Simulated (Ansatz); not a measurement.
Relaxed-ion elastic tensor of AlNi (CsCl type, Pm-3m) in GPa (Voigt order), plane-wave PAW LDA (Ansatz code); density 6.26 g/cm³, 11.36 Å³ per atom.

```
     1    2    3    4    5    6
-  ---  ---  ---  ---  ---  ---
1  241  158  158  0.0  0.0  0.0
2  158  241  158  0.0  0.0  0.0
3  158  158  241  0.0  0.0  0.0
4  0.0  0.0  0.0  133  0.0  0.0
5  0.0  0.0  0.0  0.0  133  0.0
6  0.0  0.0  0.0  0.0  0.0  133
```

**Question.** Is the crystal mechanically stable?

**Answer.** Yes: the smallest eigenvalue of C is 83.2 GPa.

**Question.** Work out the Voigt, Reuss and Hill averages.

**Answer.** K_V = 186, K_R = 186, K_H = 186; G_V = 96.6, G_R = 70.8, G_H = 83.7 GPa.

**Question.** Give Young's modulus, Poisson's ratio, Pugh's ratio and the universal anisotropy index.

**Answer.** E = 9KG/(3K + G) = 218 GPa; ν = 0.30; K/G = 2.22 (ductile by the Pugh limit of 1.75); A_U = 5G_V/G_R + K_V/K_R − 6 = 1.82.

**Question.** Estimate the sound speeds and the Debye temperature.

**Answer.** v_l = √((K + 4G/3)/ρ) = 6890 m/s, v_t = √(G/ρ) = 3660 m/s, mean 4090 m/s; Θ = (h/k)(3n/4πV)^(1/3) v_m = 541 K.

**Question.** Give the Zener ratio and Young's modulus along [100], [110] and [111].

**Answer.** A = 2C44/(C11 − C12) = 3.20; 1/E = S11 − 2(S11 − S12 − S44/2)Γ with Γ = 0, 1/4, 1/3 gives 116, 223, 323 GPa.

**Question.** Solve the Christoffel equation for the three sound speeds along [100], [110], [111].

**Answer.** Eigenvalues of C_ijkl n_j n_l equal ρv². In km/s, slowest first: [100] 4.61, 4.61, 6.21; [110] 2.58, 4.61, 7.29; [111] 3.39, 3.39, 7.62.

The LDA relaxation kept the symmetry of its start; of distortions, only those at the zone centre were tested. The run is not spin-polarised. As this level gives no gap, shear constants depend on the k-mesh and smearing (Fermi–Dirac, 0.1 eV here).

Potentials: the earlier of the program's two PAW sets.
